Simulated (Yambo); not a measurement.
Absorption of RbCdF3 (cubic perovskite, space group Pm-3m, No. 221) with and without the electron-hole interaction (Yambo, PBEsol bands; 8×8×8 mesh, 9 valence and 3 conduction bands, static screening with 57 bands and a 3 Ry block, scissor 3.33 eV, Tamm-Dancoff; field along x).

```json
[
 {"E (eV)": "5.95", "Im ε, BSE": "0.15", "Im ε, independent quasiparticles": "0.02"},
 {"E (eV)": "6.05", "Im ε, BSE": "0.18", "Im ε, independent quasiparticles": "0.02"},
 {"E (eV)": "6.15", "Im ε, BSE": "0.22", "Im ε, independent quasiparticles": "0.02"},
 {"E (eV)": "6.25", "Im ε, BSE": "0.28", "Im ε, independent quasiparticles": "0.02"},
 {"E (eV)": "6.35", "Im ε, BSE": "0.37", "Im ε, independent quasiparticles": "0.02"},
 {"E (eV)": "6.45", "Im ε, BSE": "0.51", "Im ε, independent quasiparticles": "0.02"},
 {"E (eV)": "6.55", "Im ε, BSE": "0.76", "Im ε, independent quasiparticles": "0.03"},
 {"E (eV)": "6.65", "Im ε, BSE": "1.23", "Im ε, independent quasiparticles": "0.03"},
 {"E (eV)": "6.75", "Im ε, BSE": "2.23", "Im ε, independent quasiparticles": "0.03"},
 {"E (eV)": "6.85", "Im ε, BSE": "4.13", "Im ε, independent quasiparticles": "0.03"},
 {"E (eV)": "6.95", "Im ε, BSE": "4.85", "Im ε, independent quasiparticles": "0.03"},
 {"E (eV)": "7.05", "Im ε, BSE": "2.96", "Im ε, independent quasiparticles": "0.04"},
 {"E (eV)": "7.15", "Im ε, BSE": "1.67", "Im ε, independent quasiparticles": "0.04"},
 {"E (eV)": "7.25", "Im ε, BSE": "1.13", "Im ε, independent quasiparticles": "0.05"},
 {"E (eV)": "7.35", "Im ε, BSE": "0.97", "Im ε, independent quasiparticles": "0.05"},
 {"E (eV)": "7.45", "Im ε, BSE": "1.08", "Im ε, independent quasiparticles": "0.06"},
 {"E (eV)": "7.55", "Im ε, BSE": "1.35", "Im ε, independent quasiparticles": "0.07"},
 {"E (eV)": "7.65", "Im ε, BSE": "1.43", "Im ε, independent quasiparticles": "0.09"},
 {"E (eV)": "7.75", "Im ε, BSE": "1.77", "Im ε, independent quasiparticles": "0.11"},
 {"E (eV)": "7.85", "Im ε, BSE": "2.38", "Im ε, independent quasiparticles": "0.15"},
 {"E (eV)": "7.95", "Im ε, BSE": "2.75", "Im ε, independent quasiparticles": "0.21"},
 {"E (eV)": "8.05", "Im ε, BSE": "2.79", "Im ε, independent quasiparticles": "0.27"},
 {"E (eV)": "8.15", "Im ε, BSE": "1.93", "Im ε, independent quasiparticles": "0.41"},
 {"E (eV)": "8.25", "Im ε, BSE": "1.26", "Im ε, independent quasiparticles": "0.55"},
 {"E (eV)": "8.35", "Im ε, BSE": "0.91", "Im ε, independent quasiparticles": "0.63"},
 {"E (eV)": "8.45", "Im ε, BSE": "0.79", "Im ε, independent quasiparticles": "0.65"},
 {"E (eV)": "8.55", "Im ε, BSE": "0.77", "Im ε, independent quasiparticles": "0.67"},
 {"E (eV)": "8.65", "Im ε, BSE": "0.77", "Im ε, independent quasiparticles": "0.65"},
 {"E (eV)": "8.75", "Im ε, BSE": "0.79", "Im ε, independent quasiparticles": "0.63"},
 {"E (eV)": "8.85", "Im ε, BSE": "0.78", "Im ε, independent quasiparticles": "0.80"},
 {"E (eV)": "8.95", "Im ε, BSE": "0.74", "Im ε, independent quasiparticles": "1.06"},
 {"E (eV)": "9.05", "Im ε, BSE": "0.61", "Im ε, independent quasiparticles": "1.24"},
 {"E (eV)": "9.15", "Im ε, BSE": "0.55", "Im ε, independent quasiparticles": "1.31"},
 {"E (eV)": "9.25", "Im ε, BSE": "0.54", "Im ε, independent quasiparticles": "1.25"},
 {"E (eV)": "9.35", "Im ε, BSE": "0.54", "Im ε, independent quasiparticles": "1.13"},
 {"E (eV)": "9.45", "Im ε, BSE": "0.57", "Im ε, independent quasiparticles": "1.03"},
 {"E (eV)": "9.55", "Im ε, BSE": "0.57", "Im ε, independent quasiparticles": "1.18"},
 {"E (eV)": "9.65", "Im ε, BSE": "0.57", "Im ε, independent quasiparticles": "1.65"},
 {"E (eV)": "9.75", "Im ε, BSE": "0.54", "Im ε, independent quasiparticles": "2.04"},
 {"E (eV)": "9.85", "Im ε, BSE": "0.48", "Im ε, independent quasiparticles": "1.85"},
 {"E (eV)": "9.95", "Im ε, BSE": "0.43", "Im ε, independent quasiparticles": "1.63"},
 {"E (eV)": "10.05", "Im ε, BSE": "0.41", "Im ε, independent quasiparticles": "1.56"},
 {"E (eV)": "10.15", "Im ε, BSE": "0.45", "Im ε, independent quasiparticles": "1.42"},
 {"E (eV)": "10.25", "Im ε, BSE": "0.46", "Im ε, independent quasiparticles": "1.27"},
 {"E (eV)": "10.35", "Im ε, BSE": "0.51", "Im ε, independent quasiparticles": "1.27"},
 {"E (eV)": "10.45", "Im ε, BSE": "0.54", "Im ε, independent quasiparticles": "1.28"},
 {"E (eV)": "10.55", "Im ε, BSE": "0.64", "Im ε, independent quasiparticles": "1.17"},
 {"E (eV)": "10.65", "Im ε, BSE": "0.70", "Im ε, independent quasiparticles": "1.13"},
 {"E (eV)": "10.75", "Im ε, BSE": "0.79", "Im ε, independent quasiparticles": "1.18"},
 {"E (eV)": "10.85", "Im ε, BSE": "0.95", "Im ε, independent quasiparticles": "1.09"},
 {"E (eV)": "10.95", "Im ε, BSE": "0.93", "Im ε, independent quasiparticles": "1.03"}
]
```

The scissor comes from a G0W0 run whose convergence isn't established. Broadening 0.15 eV. The band window holds all transitions up to 11.0 eV. Fine structure above the onset can come from the mesh.

Spin-orbit splittings are left out. The cell is held in this high symmetry; tilts and polar distortions were not searched.

Geometry of the Materials Project entry, not relaxed at this level; primitive cell a = b = c = 4.4250 Å, α = β = γ = 90.00°.

The structure is a Materials Project entry; no match was found in the copy of COD used, and its stability was not checked.
